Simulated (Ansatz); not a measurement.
Bulk modulus and its pressure derivative give the pressure that a small compression needs; a soft, simple solid makes a sensitive pressure gauge, a stiff one a good anvil or seat.

MgO serves as the reference. Hydrostatic compression by 3 % of the volume (V₀/V = 1.0309), no change of phase.

Levels of theory (Ansatz, a plane-wave PAW program): B₀, B₀′: r²SCAN, Birch–Murnaghan fit of energy against volume; volume per atom: r²SCAN, relaxed cell.

Model phases, started by placing the elements on a structure type or from a typed cell, with no claim that they are known: TaSi2 (I4/mmm, tI6). Runs started from generated or typed cells of the structure named: MgO; CoSn; hcp Zr. Whether these are the forms stable at ambient conditions was not checked: PtHg (P4/mmm, tP2); TiRe (CsCl type). Over 15 meV/atom above the lowest phase of their formula at hand: TaSi2 (I4/mmm, tI6) (82 meV/atom, r²SCAN). Run without spin polarisation: CoSn. Spin–orbit coupling is left out unless named.

Working rules: linear estimate = B₀ × compression; P = (B₀/B₀′)[(V₀/V)^B₀′ − 1]; modulus under load = B₀ + B₀′P; relative pressure = P/P_ref.

```
crystal                     B₀ (GPa)  B₀′  V (Å³/atom)  linear estimate (GPa)  Murnaghan pressure (GPa)  modulus there (GPa)  pressure (relative)
--------------------------  --------  ---  -----------  ---------------------  ------------------------  -------------------  -------------------
PtHg (P4/mmm, tP2)               162  5.7        17.59                    4.9                     5.383                  193                 1.44
MgO (rock salt), reference       167  4.1         9.29                    5.0                     5.413                  189                 1.00
CoSn (P6/mmm)                    143  4.8        16.61                    4.3                     4.686                  165                 0.87
TiRe (CsCl type)                 240  4.1        14.94                    7.2                     7.779                  272                 1.44
hcp Zr                          95.2  3.1        23.51                    2.9                     3.038                  105                 0.56
TaSi2 (I4/mmm, tI6)              189  4.4        14.50                    5.7                     6.155                  216                 1.14
```

Check the column «pressure (relative)» against the rules: one row is wrong. Find and correct it.

The row of PtHg (P4/mmm, tP2) shows 1.44. From its own inputs, relative pressure: 5.383/5.413 = 0.99. The other rows agree with the rules.

With the correction: Ranking by relative pressure, highest first: TiRe (CsCl type) (1.44 ± 0.072), TaSi2 (I4/mmm, tI6) (1.14 ± 0.057), MgO (1.00 ± 0.050) ≈ PtHg (P4/mmm, tP2) (0.99 ± 0.050), CoSn (0.87 ± 0.044), hcp Zr (0.56 ± 0.028). The ± follows from allowances picked for this note (B₀ 5 %, B₀′ 0.4), carried to first order and added in quadrature, each row's own inputs moving alone; ≈ joins neighbours closer than their two ± added in quadrature.

B₀′ is the least certain number of such a fit, often by half a unit. Where several phases of a formula are at hand, those over 0.1 eV/atom above the lowest were not drawn (by r²SCAN where it compared them, else by the largest value; a layered or molecular lowest phase counts only with a dispersion term); other phases could lie lower still. The rows are a sample and no shortlist: familiar crystals first, some related and some not, whatever their agreement with measurement; tables with many equal figures were not kept. Limits of the draw: no layered crystals, B₀′ of 2 to 8; no unfamiliar magnets, and cubic perovskites only if shown or known to be stable. As a rule kept out of such tables: 4f compounds, open-shell compounds run without a Hubbard term, cells found unstable in the tests at hand, cells close to a higher symmetry, and runs set to a pressure or over 12 % in volume from the crystal's fullest run.
